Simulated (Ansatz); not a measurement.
Zr (hcp (Mg type), space group No. 194) under volume change, DFT-PBE in the program Ansatz with PAW potentials, shape and atoms relaxed at each volume.

```tsv
V (Å³/atom)	E − E(relaxed) (meV/atom)	P (GPa)
21.280	62.8	10.16
21.981	26.8	6.37
22.683	6.4	2.99
23.384	0.0	0.00
24.086	5.9	-2.63
24.787	22.6	-4.94
25.489	48.7	-6.97
```

Question: What does a third-order Birch–Murnaghan fit give for V₀, B₀ and B′?

Answer: V₀ = 23.39 Å³/atom, B₀ = 93.0 GPa, B′ = 3.2.

Space group P6_3/mmc (hcp (Mg type)). Symmetry was held in the PBE relaxation. No spin polarisation was allowed.

Potentials: the later of the program's two PAW sets.
